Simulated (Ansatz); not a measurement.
CsBr:
```
CELL_PARAMETERS angstrom
      0.00000     3.65844     3.65844
      3.65844     0.00000     3.65844
      3.65844     3.65844     0.00000
ATOMIC_POSITIONS crystal
  Cs 0.00000 0.00000 0.00000
  Br 0.50000 0.50000 0.50000
```

Plane-wave PAW r²SCAN (Ansatz code) gives a gap of 4.90 eV without spin–orbit coupling, maximum at Γ, minimum at Γ.

Task: What happens when spin–orbit coupling is switched on?

Result: The gap drops by 0.16 eV, to 4.74 eV; maximum at Γ, minimum at Γ.

Task: How large is the spin–orbit splitting of the valence top at Γ?

Result: The fourfold level lies 0.50 eV above the split-off pair.

Task: Give the electron effective mass with spin–orbit coupling.

Result: 0.39 mₑ (isotropic).

Task: Give the hole effective mass with spin–orbit coupling, band 1 of 2 at the edge.

Result: 13 along [100], 3.1 along [110], 2.2 along [111] (mₑ).

Task: Give the hole effective mass with spin–orbit coupling, band 2 of 2 at the edge.

Result: 0.81 along [100], 1.0 along [110], 1.2 along [111] (mₑ).

Space group Fm-3m (rock salt). The first step of the workflow began from a Materials Project structure, measured or hypothetical; the Crystallography Open Database copy checked does not list it. It is not the phase usual at ambient conditions (space group No. 221). The r²SCAN relaxation kept the symmetry of its start; its stability against distortions is not shown here.

Potentials: the later of the program's two PAW sets.
